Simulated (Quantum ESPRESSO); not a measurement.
Li4Ta4, input and log of a self-consistent run

Computed values, not a measurement. The program is pw.x of Quantum ESPRESSO 7.5 (plane-wave density functional theory). The cell is made up: eight metal atoms on a hexagonal close-packed lattice, with elements, volume, strain and displacements drawn at random and not relaxed, so it may be unstable or far from any real phase. PseudoDojo standard norm-conserving files set the functional (PBE unless stated); there is no spin polarisation or spin-orbit coupling, the Fermi-Dirac width of 0.25 eV means electrons at about 2900 K, and the masses in the input are unused placeholders. Heavy elements are run without spin-orbit coupling, which real alloys of them have. A spin test at this wide smearing found no moment, but such smearing suppresses magnetism that the real alloy may have.

Input:

```
&control calculation='scf', pseudo_dir='./dojo.nc.sr.pbe.v0_5.standard.upf', outdir='./o', disk_io='minimal', tprnfor=.true., tstress=.true. /
&system ibrav=0, nat=8, ntyp=2, nbnd=45, ecutwfc=74.01313486, nosym=.true., tot_charge=0,
 occupations='smearing', smearing='fd', degauss=0.0183746611
/
&electrons conv_thr=1.470e-08, electron_maxstep=70, mixing_beta=0.5 /
ATOMIC_SPECIES
Li 1.0 Li.upf
Ta 1.0 Ta.upf
CELL_PARAMETERS angstrom
0.0121 5.1274 -0.093
2.8906 -0.0823 4.8302
3.0332 0.0963 -4.916
ATOMIC_POSITIONS angstrom
Li -0.0191 -0.1858 -0.0517
Ta 2.9754 0.1581 0.0508
Li 2.8773 1.739 -2.4274
Ta 2.8961 1.5948 2.5004
Li 1.5171 2.6048 -0.1388
Ta 4.4942 2.4613 -0.1867
Ta 1.5664 4.2928 -2.7129
Li 1.4216 4.2388 2.4747
K_POINTS automatic
5 5 5 1 1 1
```

The log is shortened where brackets say so; the opening notice, blank lines, dates and the lines on written files are dropped, and the path of the files is cut. It prints rydbergs, bohrs and kilobars, and counts compression as positive stress. Its total energy is the free energy E - TS of the whole cell.

```
     Program PWSCF v.7.5
     Parallel version (MPI & OpenMP), running on       4 processor cores
     Number of MPI processes:                 4
     Threads/MPI process:                     1
     [start-up lines left out]
     bravais-lattice index     =            0
     lattice parameter (alat)  =       9.6910  a.u.
     unit-cell volume          =     998.3003 (a.u.)^3
     number of atoms/cell      =            8
     number of atomic types    =            2
     number of electrons       =        64.00
     number of Kohn-Sham states=           45
     kinetic-energy cutoff     =      74.0131  Ry
     charge density cutoff     =     296.0525  Ry
     scf convergence threshold =      1.5E-08
     mixing beta               =       0.5000
     number of iterations used =            8  plain     mixing
     Exchange-correlation= PBE
                           (   1   4   3   4   0   0   0)
     [axes and pseudopotential details left out]
   Cartesian axes
     site n.     atom                  positions (alat units)
         1        Li     tau(   1) = (  -0.0037245  -0.0362306  -0.0100814  )
         2        Ta     tau(   2) = (   0.5801971   0.0308292   0.0099059  )
         3        Li     tau(   3) = (   0.5610678   0.3391015  -0.4733382  )
         4        Ta     tau(   4) = (   0.5647337   0.3109828   0.4875730  )
         5        Li     tau(   5) = (   0.2958315   0.5079308  -0.0270657  )
         6        Ta     tau(   6) = (   0.8763600   0.4799486  -0.0364061  )
         7        Ta     tau(   7) = (   0.3054449   0.8370874  -0.5290101  )
         8        Li     tau(   8) = (   0.2772092   0.8265575   0.4825616  )
     number of k points=    63  Fermi-Dirac smearing, width (Ry)=  0.0184
                       cart. coord. in units 2pi/alat
        k(    1) = (   0.1729683   0.0996876   0.0043575), wk =   0.0320000
        k(    2) = (   0.3446260   0.0974185  -0.0984085), wk =   0.0320000
     [further k points left out]
     Dense  grid:    85875 G-vectors     FFT dimensions: (  54,  60,  60)
     Estimated max dynamical RAM per process >     239.77 MB
     Estimated total dynamical RAM >     896.19 MB
     Initial potential from superposition of free atoms
     starting charge      63.9781, renormalised to      64.0000
     Starting wfcs are   48 randomized atomic wfcs
     total cpu time spent up to now is        4.5 secs
     per-process dynamical memory:   197.6 Mb
     Self-consistent Calculation
     iteration #  1     ecut=    74.01 Ry     beta= 0.50
     Davidson diagonalization with overlap
     ethr =  1.00E-02,  avg # of iterations =  4.3
     Threshold (ethr) on eigenvalues was too large:
     Diagonalizing with lowered threshold
     Davidson diagonalization with overlap
     ethr =  3.21E-04,  avg # of iterations =  3.5
     total cpu time spent up to now is       26.4 secs
     total energy              =    -578.09595530 Ry
     estimated scf accuracy    <       0.24027723 Ry
     iteration #  2     ecut=    74.01 Ry     beta= 0.50
     Davidson diagonalization with overlap
     ethr =  3.75E-04,  avg # of iterations =  2.1
     total cpu time spent up to now is       36.1 secs
     total energy              =    -578.04435688 Ry
     estimated scf accuracy    <       0.45765998 Ry
     iteration #  3     ecut=    74.01 Ry     beta= 0.50
     Davidson diagonalization with overlap
     ethr =  3.75E-04,  avg # of iterations =  2.0
     total cpu time spent up to now is       45.6 secs
     total energy              =    -578.11083406 Ry
     estimated scf accuracy    <       0.42867761 Ry
     iteration #  4     ecut=    74.01 Ry     beta= 0.50
     Davidson diagonalization with overlap
     ethr =  3.75E-04,  avg # of iterations =  1.0
     total cpu time spent up to now is       53.6 secs
     total energy              =    -578.14316077 Ry
     estimated scf accuracy    <       0.00524310 Ry
     iteration #  5     ecut=    74.01 Ry     beta= 0.50
     Davidson diagonalization with overlap
     ethr =  8.19E-06,  avg # of iterations =  5.8
     total cpu time spent up to now is       65.7 secs
     total energy              =    -578.14312366 Ry
     estimated scf accuracy    <       0.01660499 Ry
     [iterations 6 to 7 left out]
     iteration #  8     ecut=    74.01 Ry     beta= 0.50
     Davidson diagonalization with overlap
     ethr =  2.62E-07,  avg # of iterations =  2.2
     total cpu time spent up to now is       92.8 secs
     total energy              =    -578.14497205 Ry
     estimated scf accuracy    <       0.00029374 Ry
     iteration #  9     ecut=    74.01 Ry     beta= 0.50
     Davidson diagonalization with overlap
     ethr =  2.62E-07,  avg # of iterations =  1.5
     total cpu time spent up to now is      101.6 secs
     total energy              =    -578.14500385 Ry
     estimated scf accuracy    <       0.00000962 Ry
     iteration # 10     ecut=    74.01 Ry     beta= 0.50
     Davidson diagonalization with overlap
     ethr =  1.50E-08,  avg # of iterations =  2.5
     total cpu time spent up to now is      114.7 secs
     total energy              =    -578.14500507 Ry
     estimated scf accuracy    <       0.00000108 Ry
     iteration # 11     ecut=    74.01 Ry     beta= 0.50
     Davidson diagonalization with overlap
     ethr =  1.69E-09,  avg # of iterations =  3.3
     total cpu time spent up to now is      127.8 secs
     total energy              =    -578.14500521 Ry
     estimated scf accuracy    <       0.00000006 Ry
     iteration # 12     ecut=    74.01 Ry     beta= 0.50
     Davidson diagonalization with overlap
     ethr =  8.77E-11,  avg # of iterations =  4.3
     total cpu time spent up to now is      147.5 secs
     End of self-consistent calculation
     [lines on levels left out]
!    total energy              =    -578.14500522 Ry
     estimated scf accuracy    <          7.5E-09 Ry
     smearing contrib. (-TS)   =      -0.10910674 Ry
     internal energy E=F+TS    =    -578.03589848 Ry
     The total energy is F=E-TS. E is the sum of the following terms:
     one-electron contribution =    -218.14427425 Ry
     hartree contribution      =     115.26802397 Ry
     xc contribution           =    -131.25693557 Ry
     ewald contribution        =    -343.90271263 Ry
     convergence has been achieved in  12 iterations
     Forces acting on atoms (cartesian axes, Ry/au):
     atom    1 type  1   force =     0.01010944    0.00909370   -0.00086141
     atom    2 type  2   force =     0.01484177   -0.01961669   -0.00360457
     atom    3 type  1   force =     0.01660072    0.00031427   -0.01154639
     atom    4 type  2   force =     0.02834830   -0.00732108   -0.04361288
     atom    5 type  1   force =     0.00055729    0.00533714    0.01436552
     atom    6 type  2   force =    -0.03283131    0.02502434    0.04797651
     atom    7 type  2   force =    -0.04465002   -0.01073462    0.00989525
     atom    8 type  1   force =     0.00702381   -0.00209705   -0.01261204
     Total force =     0.103115     Total SCF correction =     0.000260
     Computing stress (Cartesian axis) and pressure
          total   stress  (Ry/bohr**3)                   (kbar)     P=      -59.93
  -0.00020231   0.00002410   0.00004551          -29.76        3.55        6.69
   0.00002410  -0.00047533  -0.00007202            3.55      -69.92      -10.59
   0.00004551  -0.00007202  -0.00054452            6.69      -10.59      -80.10
     init_run     :      4.24s CPU      4.40s WALL (       1 calls)
     electrons    :    142.35s CPU    143.09s WALL (       1 calls)
     forces       :      2.10s CPU      2.12s WALL (       1 calls)
     stress       :      8.58s CPU      8.59s WALL (       1 calls)
     [timing details left out]
     PWSCF        :   2m37.33s CPU   2m38.34s WALL
     JOB DONE.
```

In other units: free energy -7866.064 eV for the cell, pressure -5.99 GPa, largest force component 1.234 eV/Å in size. The run took 160 s of wall time with four MPI processes on a shared machine (Intel Xeon, 2023 or later, virtual cores), so the time is rough. A rerun of this cell at a higher cutoff and on a denser mesh moved values by no more than 0.002 eV in energy, 0.02 GPa in stress and 0.005 eV/Å in force, and a second program with other atomic files agreed on that cell to 2 % rms in force and 0.5 GPa in pressure.